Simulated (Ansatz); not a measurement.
Relaxed AlN (zinc blende):

```
AlN
1.0
    0.00000     2.20161     2.20161
    2.20161     0.00000     2.20161
    2.20161     2.20161     0.00000
N Al
1 1
Cartesian
  3.30241   3.30241   3.30241
  0.00000   0.00000   0.00000
```

In each cell atom 2 (Al, nearest neighbour N at 1.907 Å; its periodic images, 3.1 Å or more away, move with it) moves by s·(0.707, 0.707, 0.000) (along Cartesian [110]), the rest being held.

The numbers are results of PBE (plane waves to 420 eV, PAW, scalar-relativistic; Ansatz, a first-principles code), not measurements. k mesh 10×10×10 (Γ-centred), Fermi-Dirac smearing 0.05 eV. E stands for the smeared free energy. Compression counts positive. F∥ is the force on the atom along that direction. F⊥ is the part of the force across the line. AlN was relaxed with its symmetry unable to fall. The zero of ΔE is the undisplaced structure.

| s (Å) | ΔE (meV/cell) | |F⊥| (eV/Å) | F∥ (eV/Å) | P (GPa) |
|---|---|---|---|---|
| -0.380 | 1106 | 4.565 | 6.433 | 17.9 |
| -0.304 | 681 | 2.811 | 4.799 | 11.1 |
| -0.228 | 371 | 1.533 | 3.390 | 6.1 |
| -0.152 | 161 | 0.666 | 2.158 | 2.7 |
| -0.076 | 40 | 0.164 | 1.048 | 0.7 |
| 0.000 | 0 | 0.000 | 0.000 | 0.0 |
| 0.076 | 40 | 0.164 | -1.048 | 0.7 |
| 0.152 | 161 | 0.666 | -2.158 | 2.7 |
| 0.228 | 371 | 1.533 | -3.390 | 6.1 |
| 0.304 | 681 | 2.811 | -4.799 | 11.1 |
| 0.380 | 1106 | 4.565 | -6.433 | 17.9 |

Derived quantities:

```
Quantity                                                                                                                                               Value
--------------------------------------------------------  --------------------------------------------------------------------------------------------------
Energy at s = 0.380 Å                                                                                                                          1106 meV/cell
Force along the line at s = -0.380 Å                                                                                                               6.43 eV/Å
Symmetry of the curve                                                                                                          even: the same for both signs
Shape of the curve                                                                            a single well with its minimum at or next to zero displacement
Force constant k = d²E/ds² at s = 0 (finite differences)                                                                                          13.7 eV/Å²
Harmonic estimate at the end of the scan                  ½ks² = 986 meV/cell against the computed 1106 meV/cell, so the well is stiffer than harmonic there
```

(A displaced cell: forces are minus the slopes of the energy, force constants its curvatures, and phonons follow from these.)
